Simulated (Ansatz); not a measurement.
BeS:
```yaml
crystal:
  lattice:
    - [0.00000, 2.29478, 2.29478]
    - [2.29478, 0.00000, 2.29478]
    - [2.29478, 2.29478, 0.00000]
  atoms:
    - { symbol: S, position: [0.00000, 0.00000, 0.00000] }
    - { symbol: Be, position: [0.50000, 0.50000, 0.50000] }
```

Cartesian axes are those of the cell as given.

Problem. Give the high-frequency dielectric tensor and the Born effective charge tensors of the independent atoms from DFPT, PBEsol (plane waves, PAW; program Ansatz).

Solution. 
ε∞:
```
9.20  0.00  0.00
0.00  9.20  0.00
0.00  0.00  9.20
```
Z* of atom 1 (S), rows: field, columns: displacement, in e:
```
-2.84   0.00   0.00
 0.00  -2.84   0.00
 0.00   0.00  -2.84
```
Z* of atom 2 (Be), rows: field, columns: displacement, in e:
```
2.84  0.00  0.00
0.00  2.84  0.00
0.00  0.00  2.84
```

Space group Fm-3m (rock salt). The start of the workflow was typed in or built on a structure type; neither database checked (COD, Materials Project) lists it. COD files the formula under space group No. 216. Its standing as an ambient phase is unchecked. Symmetry was held in the PBEsol relaxation. At this level the phase is dynamically unstable (imaginary phonons).

Potentials: the earlier of the program's two PAW sets. The files were generated under PBE; for other functionals the program regenerates the frozen cores, and for LDA and PBEsol the local potential too.
